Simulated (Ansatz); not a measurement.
Values for one crystal, relaxed and computed with PBEsol in the plane-wave PAW code Ansatz; other levels are named.

```yaml
volume_per_atom: 27.55 Å³
electronic_character: metallic (no gap)
mechanical_stability: unstable (C has a negative eigenvalue)
highest_zone_centre_frequency: 167 cm^-1
Bulk modulus (Birch–Murnaghan fit): 41.6 GPa
Gap with spin–orbit coupling: none (metallic)
Elastic constants (relaxed ions, GPa): C11 = 33.3, C12 = 45.6, C44 = -13.3
```

Pick the material that matches.
A) Sn, diamond
B) Ag, diamond
C) Bi, hcp (Mg type)
D) Al, hcp (Mg type)

B, Ag, diamond

Space group Fd-3m (diamond). The start of the workflow was typed in or built on a structure type; neither database checked (COD, Materials Project) lists it. It is not the phase usual at ambient conditions (space group No. 225). The PBEsol relaxation kept the symmetry of its start. No spin polarisation was allowed. As this level gives no gap, shear constants depend on the k-mesh and smearing (Fermi–Dirac, 0.1 eV here). As this level gives no gap, phonon frequencies hold no LO–TO term and depend on the k-mesh and smearing (Fermi–Dirac, 0.1 eV here). Scalar-relativistic: spin–orbit coupling is off unless named, which matters more the heavier the elements.

Potentials: the later of the program's two PAW sets.
